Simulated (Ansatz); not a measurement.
Data:

LaC$_{2}$:
```yaml
crystal:
  lattice:
    - [-1.97681, 1.97681, 3.28781]
    - [1.97681, -1.97681, 3.28781]
    - [1.97681, 1.97681, -3.28781]
  atoms:
    - { symbol: La, position: [0.00000, 0.00000, 0.00000] }
    - { symbol: C, position: [0.40214, 0.40214, 0.00000] }
    - { symbol: C, position: [0.59786, 0.59786, 0.00000] }
```

This is the r²SCAN-relaxed structure.

All from DFT-r²SCAN in the program Ansatz with PAW potentials, unless another level is named. Give the electronic character.

metallic (no gap).

Next, the density of states at the Fermi level?

0.32 states/eV per atom (mean over ±0.08 eV).

Space group I4/mmm (MoSi2 or CaC2 type). The first step of the workflow began from a Materials Project structure, measured or hypothetical; the Crystallography Open Database files this formula in space group No. 139, but the cells were not matched. Whether it is the stable phase at ambient conditions was not checked. The r²SCAN relaxation kept the symmetry of its start; its stability against distortions is not shown here. Spin–orbit coupling is left out wherever it is not named.

Potentials: the later of the program's two PAW sets.
